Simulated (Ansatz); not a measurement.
BP (zinc blende)

```yaml
crystal:
  lattice:
    - [0.00000, 2.27424, 2.27424]
    - [2.27424, 0.00000, 2.27424]
    - [2.27424, 2.27424, 0.00000]
  atoms:
    - { symbol: P, position: [0.75000, 0.75000, 0.75000] }
    - { symbol: B, position: [0.00000, 0.00000, 0.00000] }
```

In this cell atom 2 (B, nearest neighbour P at 1.970 Å; its periodic images, 3.2 Å or more away, move with it) is moved by u·(1.000, 0.000, 0.000) + v·(0.000, 1.000, 0.000); the rest is frozen.

Calculation: PBE (plane waves to 420 eV, PAW, scalar-relativistic; Ansatz, a first-principles code). k mesh 10×10×10 (Γ-centred), Fermi-Dirac smearing 0.05 eV. Energies are smeared free energies. As the smearing reaches across the gap at some points, energies and forces of such displacements shift with the k mesh and the smearing. BP was relaxed with its symmetry unable to fall. The last digit holds for this mesh only.

Changes of ΔE (meV/cell) from the point u = 0.000 Å, v = 0.000 Å when one coordinate moves alone (two changes are said to add if the coupling is within 5 % of the smaller one, nearly so within 20 %):

```json
[
 {"point": "u = 0.000 Å, v = -0.490 Å", "change": "1891.8"},
 {"point": "u = 0.000 Å, v = -0.245 Å", "change": "539.8"},
 {"point": "u = -0.490 Å, v = 0.000 Å", "change": "1891.8"},
 {"point": "u = -0.245 Å, v = 0.000 Å", "change": "539.8"},
 {"point": "u = 0.245 Å, v = 0.000 Å", "change": "539.8"},
 {"point": "u = 0.490 Å, v = 0.000 Å", "change": "1891.8"},
 {"point": "u = 0.000 Å, v = 0.245 Å", "change": "539.8"},
 {"point": "u = 0.000 Å, v = 0.490 Å", "change": "1891.8"}
]
```

Task: Do the two effects add at u = -0.245 Å, v = -0.245 Å? Give the computed change.

Result: The sum of the single changes is 539.8 + (539.8) = 1079.6; the calculation gives 1103.8, so they add (within 5 % of the smaller single change).

Task: What is the change at u = -0.490 Å, v = -0.490 Å, where both move, and how far is it from the sum?

Result: The sum of the single changes is 1891.8 + (1891.8) = 3783.6; the calculation gives 4352.0, so the coupling contributes 568.4 (over 20 % of the smaller single change, not additive).

Task: Do the two effects add at u = -0.245 Å, v = -0.490 Å? Give the computed change.

Result: The sum of the single changes is 539.8 + (1891.8) = 2431.6; the calculation gives 2543.3, so the coupling contributes 111.7 (over 20 % of the smaller single change, not additive).

(For displaced atoms, the force is minus the slope of the energy, and its curvature is a force constant, which sets phonon frequencies.)
